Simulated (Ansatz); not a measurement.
WS2:
```yaml
crystal:
  lattice:
    - [3.15411, 0.00000, 0.00000]
    - [-1.57706, 2.73154, 0.00000]
    - [0.00000, 0.00000, 12.14073]
  atoms:
    - { symbol: W, position: [0.33333, 0.66667, 0.25000] }
    - { symbol: W, position: [0.66667, 0.33333, 0.75000] }
    - { symbol: S, position: [0.33333, 0.66667, 0.62030] }
    - { symbol: S, position: [0.66667, 0.33333, 0.12030] }
    - { symbol: S, position: [0.33333, 0.66667, 0.87970] }
    - { symbol: S, position: [0.66667, 0.33333, 0.37970] }
```

x, y and z are the axes in which the lattice vectors are written.

Question: Give the high-frequency dielectric tensor and the Born effective charge tensors of the independent atoms from DFPT, the program Ansatz at the PBE+D3(BJ) level (PAW).

Answer: 
ε∞:
```
14.1  0.00  0.00
0.00  14.1  0.00
0.00  0.00  6.63
```
Z* of atom 1 (W), rows: field, columns: displacement, in e:
```
-0.56   0.00   0.00
 0.00  -0.56   0.00
 0.00   0.00  -0.50
```
Z* of atom 3 (S), rows: field, columns: displacement, in e:
```
0.28  0.00  0.00
0.00  0.28  0.00
0.00  0.00  0.25
```

Static charges for comparison (Bader): W1 +1.36, S3 -0.68 e. Born charges measure polarisation by displacement and can exceed these by far.

Space group P6_3/mmc. The cell was relaxed with PBE+D3(BJ) under the symmetry of its start. No spin polarisation was allowed. Scalar-relativistic: spin–orbit coupling is off unless named, which matters more the heavier the elements.

Potentials: the later of the program's two PAW sets.
